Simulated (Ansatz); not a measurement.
Y (hcp (Mg type), space group No. 194) is relaxed with DFT-PBEsol in the program Ansatz with PAW potentials. What lattice parameters of the conventional cell result?

a = 3.600 Å, c = 5.579 Å.

Space group P6_3/mmc (hcp (Mg type)). The cell was relaxed with PBEsol under the symmetry of its start; phonons on a q-mesh show no instability. The workflow began spin-polarised and lost its moments. Axis ratios of metals converge slowly with the k-mesh, so a and c are less sure than the volume.

Potentials: the earlier of the program's two PAW sets.
